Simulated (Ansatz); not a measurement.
Ta2N (anti-CdI2 type, space group No. 164), the program Ansatz at the LDA level (PAW), all energies at zero smearing, with the estimated change up to a 700 eV cutoff added, with one set of potentials and settings (totals compare only within such a set). Cell of 3 atoms (1 N, 2 Ta): -19742.011 eV.

```json
[
 {"element": "N", "reference phase": "P4_2/mnm, 4 atoms in the cell", "E (eV/atom)": "-373.6497"},
 {"element": "Ta", "reference phase": "Im-3m, 1 atoms in the cell", "E (eV/atom)": "-9682.6136"}
]
```

Formation energy per atom, worked out: (-19742.011 − 1×(-373.6497) − 2×(-9682.6136))/3 = -1.045 eV/atom (-101 kJ per mol of atoms), at 0 K, without zero-point energy or fitted corrections.

Space group P-3m1 (anti-CdI2 type). Symmetry was held in the LDA relaxation. No spin polarisation was allowed. The volume moved by 15 % from the start of the relaxation. The references are the lowest solids computed at this level, not always the standard phases (solids in place of the gases). Scalar-relativistic: spin–orbit coupling is off unless named, which matters more the heavier the elements.

Potentials: the later of the program's two PAW sets.
